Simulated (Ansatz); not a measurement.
Cu Kα1 powder pattern (kinematic, no thermal factors).
```json
{"2θ (°)": "11.39", "relative intensity": "3"}
{"2θ (°)": "17.12", "relative intensity": "1"}
{"2θ (°)": "20.35", "relative intensity": "4"}
{"2θ (°)": "24.77", "relative intensity": "100"}
{"2θ (°)": "28.65", "relative intensity": "6"}
{"2θ (°)": "28.72", "relative intensity": "3"}
{"2θ (°)": "30.92", "relative intensity": "2"}
{"2θ (°)": "32.95", "relative intensity": "1"}
{"2θ (°)": "33.56", "relative intensity": "1"}
{"2θ (°)": "40.96", "relative intensity": "24"}
{"2θ (°)": "41.01", "relative intensity": "48"}
{"2θ (°)": "46.15", "relative intensity": "1"}
{"2θ (°)": "48.46", "relative intensity": "32"}
{"2θ (°)": "48.55", "relative intensity": "16"}
{"2θ (°)": "50.79", "relative intensity": "2"}
{"2θ (°)": "59.31", "relative intensity": "8"}
{"2θ (°)": "59.48", "relative intensity": "4"}
{"2θ (°)": "65.27", "relative intensity": "7"}
{"2θ (°)": "65.35", "relative intensity": "13"}
{"2θ (°)": "67.17", "relative intensity": "1"}
{"2θ (°)": "67.21", "relative intensity": "1"}
{"2θ (°)": "67.33", "relative intensity": "1"}
{"2θ (°)": "74.64", "relative intensity": "16"}
{"2θ (°)": "74.75", "relative intensity": "8"}
{"2θ (°)": "80.01", "relative intensity": "7"}
{"2θ (°)": "80.08", "relative intensity": "4"}
{"2θ (°)": "80.22", "relative intensity": "4"}
{"2θ (°)": "88.82", "relative intensity": "3"}
{"2θ (°)": "88.96", "relative intensity": "5"}
```

The pattern is computed from a structure relaxed with DFT PBE, scalar-relativistic, plane waves, PAW (Ansatz 0.2.0). No spin polarisation. Its elements are Cd, Hg, Se.

Task: Give the structure.

Result: Cd$_{3}$Hg$_{2}$Se$_{5}$.
Space group I-4m2 (No. 119). a = 4.403 Å, b = 4.403 Å, c = 31.058 Å, α = 90.00°, β = 90.00°, γ = 90.00°
```tsv
atom	site	symmetry	x	y	z
Cd	2a	-4m2	0.0000	0.0000	0.0000
Cd	4e	2mm.	0.0000	0.0000	0.2004
Hg	4e	2mm.	0.5000	0.5000	0.1002
Se	4f	2mm.	0.0000	0.5000	0.0495
Se	4f	2mm.	0.5000	0.0000	0.1510
Se	2c	-4m2	0.0000	0.5000	0.2500
```

A pattern alone doesn't exclude other cells with like lines; this is the one computed.

The structure comes from a generated guess; another structure or a mixture of phases may lie lower.
